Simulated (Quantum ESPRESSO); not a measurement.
Field gradients of SrTiO3 from the PAW reconstruction of the field gradient on a scalar-relativistic PBE ground state (a modified build of Quantum ESPRESSO, JTH datasets), 22.5 Ha, k-mesh 6×6×6 through Γ:

```yaml
crystal:
  lattice:
    - [3.91270, 0.00000, 0.00000]
    - [0.00000, 3.91270, 0.00000]
    - [0.00000, 0.00000, 3.91270]
  atoms:
    - { symbol: Sr, position: [0.00000, 0.00000, 0.00000] }
    - { symbol: Ti, position: [0.50000, 0.50000, 0.50000] }
    - { symbol: O, position: [0.50000, 0.00000, 0.50000] }
    - { symbol: O, position: [0.00000, 0.50000, 0.50000] }
    - { symbol: O, position: [0.50000, 0.50000, 0.00000] }
```
The geometry is a computed Materials Project entry, not a measured one. It is SrTiO3 in Pm-3m. Stability against distortions was not tested. The run has no spin polarisation.

Vzz is the sum of three terms, each taken along its main axis: the smooth valence density, the ions (nucleus and frozen core) with the augmentation charges of all other spheres, and the all-electron minus smooth density in the atom's own sphere. The split hangs on the datasets.  Cores are frozen. Against all-electron runs on small test molecules, this scheme's |Vzz| missed by −2 to +6 % on O.

```json
[
 {"site": "O (atoms 3, 4, 5)", "smooth valence density": "-0.356", "ions and other spheres": "0.400", "own sphere": "?", "Vzz (a.u.)": "?"}
]
```

Some entries are withheld; supply them.


- O (atoms 3, 4, 5), own sphere: 0.078
- O (atoms 3, 4, 5), Vzz (a.u.): 0.122
